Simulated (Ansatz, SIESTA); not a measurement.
This is a calculation of HPbNO4 for SIESTA 5.4.2. The cell comes from a database or a generator and needn't be the stable form of this composition.

Contents of HPbNO4.fdf:

```
SystemName                      HPbNO4
SystemLabel                     HPbNO4
NumberOfSpecies                 4
NumberOfAtoms                   7
%block ChemicalSpeciesLabel
  1   1 H
  2  82 Pb
  3   7 N
  4   8 O
%endblock ChemicalSpeciesLabel

LatticeConstant                 1.0 Ang
%block LatticeVectors
     3.8540400000     0.1438400000     0.0901200000
    -0.2532000000     5.5269800000     0.1647100000
    -0.4819700000    -1.9272000000     5.7202500000
%endblock LatticeVectors
AtomicCoordinatesFormat         Fractional
%block AtomicCoordinatesAndAtomicSpecies
     0.1091300000     0.6571800000     0.5446300000  1  H
     0.6102900000     0.5212700000     0.1510000000  2  Pb
     0.9158000000     0.9626300000     0.9586700000  3  N
     0.0138400000     0.1363900000     0.8808400000  4  O
     0.7239800000     0.0105700000     0.1285800000  4  O
     0.0038900000     0.7373200000     0.8704300000  4  O
     0.1192700000     0.5932400000     0.3765100000  4  O
%endblock AtomicCoordinatesAndAtomicSpecies

%block kgrid.MonkhorstPack
    5   0   0  0.0
    0   4   0  0.0
    0   0   4  0.0
%endblock kgrid.MonkhorstPack
XC.Functional                   GGA
XC.Authors                      PBEsol
PAO.BasisSize                   DZP
PAO.EnergyShift                 0.003 Ry
Mesh.Cutoff                     800 Ry
OccupationFunction              FD
ElectronicTemperature           0.05 eV
MaxSCFIterations                120
SCF.MustConverge                false
SCF.Mixer.Method                Pulay
SCF.Mixer.Weight                0.25
SCF.Mixer.History               8
SCF.DM.Tolerance                5.0e-05
SCF.H.Tolerance                 1.0e-03 eV
WriteForces                     true
Charge.Mulliken                 end
MD.TypeOfRun                    Broyden
MD.Steps                        40
MD.MaxForceTol                  0.02 eV/Ang
MD.MaxDispl                     0.1 Ang
WriteCoorStep                   true
AtomCoorFormatOut               Fractional
MD.VariableCell                 true
MD.MaxStressTol                 0.1 GPa
%block PAO.Basis
  Pb 4
  n=6 0 2
    6.155 0.000
  n=6 1 2
    8.826 0.000
  n=5 2 2
    4.164 0.000
  n=6 2 1
    8.826
%endblock PAO.Basis
Diag.ParallelOverK              true
```

Potentials or basis: PseudoDojo 0.4 standard (PBEsol files), converted to PSML, two zetas on semicore shells, DZP (energy shift 0.003 Ry; two zetas on semicore shells).

The run is started by

```sh
$ mpirun -n 4 siesta HPbNO4.fdf > HPbNO4.out 2>&1
```

Q: Set up the same calculation for Ansatz 0.2.0. Potentials or basis there: Ansatz PAW, cutoff 420 eV.

A: As run (cutoffs and basis follow the program's own potentials, and thresholds, step limits or extra output files can differ):

input.yaml

```yaml
crystal:
  lattice:
    - [3.85404, 0.14384, 0.09012]
    - [-0.2532, 5.52698, 0.16471]
    - [-0.48197, -1.9272, 5.72025]
  atoms:
    - { symbol: H, position: [0.10913, 0.65718, 0.54463] }
    - { symbol: Pb, position: [0.61029, 0.52127, 0.151] }
    - { symbol: "N", position: [0.9158, 0.96263, 0.95867] }
    - { symbol: O, position: [0.01384, 0.13639, 0.88084] }
    - { symbol: O, position: [0.72398, 0.01057, 0.12858] }
    - { symbol: O, position: [0.00389, 0.73732, 0.87043] }
    - { symbol: O, position: [0.11927, 0.59324, 0.37651] }
hamiltonian:
  xc: pbesol
  pseudopotentials: { kind: paw }
kpoints:
  mp_grid: { grid: [5, 4, 4] }
scf:
  occupations: { method: fermi_dirac, width: 0.05 }
output:
  forces: true
  stress: true
  eigenvalues: true
relax:
  f_tol: 0.01
  max_steps: 40
  cell: { stress_tol: 0.05 }
```

Potentials or basis: Ansatz PAW.

Launch:

```bash
$ ansatz run input.yaml --threads 8 --pin off --max-ram 20480MiB --backend cpu --events-out ev --progress --plain --runs-dir out
```

Both were run:

|  | SIESTA | Ansatz |
| --- | --- | --- |
| Relaxed volume | 16.14 Å³/atom | 16.39 Å³/atom |
| Relaxed cell | a = 3.786 Å, b = 5.369 Å, c = 5.834 Å, α = 106.89°, β = 94.89°, γ = 90.18° | a = 3.751 Å, b = 5.430 Å, c = 5.890 Å, α = 106.52°, β = 94.05°, γ = 90.11° |
| Space group after relaxing | P1 (No. 1) | P1 (No. 1) |
| Pressure after relaxing | 0.0 GPa | 0.0 GPa |

Ansatz's pressure holds a Pulay term of +0.58 GPa for its cutoff of 420 eV, which the other run lacks.

Ansatz's potentials were made for PBE.

Where Ansatz's input types no cutoff or centring, it takes its own default and a Γ-centred mesh.

The two runs disagree by more than potentials and bases usually give (in gap, levels, pressure or energy); the cause wasn't traced.

Pressure is positive in compression.
